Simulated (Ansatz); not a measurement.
### Question
Ru (diamond, Fd-3m) is relaxed with the program Ansatz at the PBE level (PAW). What lattice parameters of the conventional cell result?

### Answer
a = 5.454 Å.

The start of the workflow was typed in or built on a structure type; neither database checked (COD, Materials Project) lists it. It is not the phase usual at ambient conditions (space group No. 194). Symmetry was held in the PBE relaxation; its stability against distortions is not shown here. The workflow began spin-polarised and lost its moments.

Potentials: the later of the program's two PAW sets.
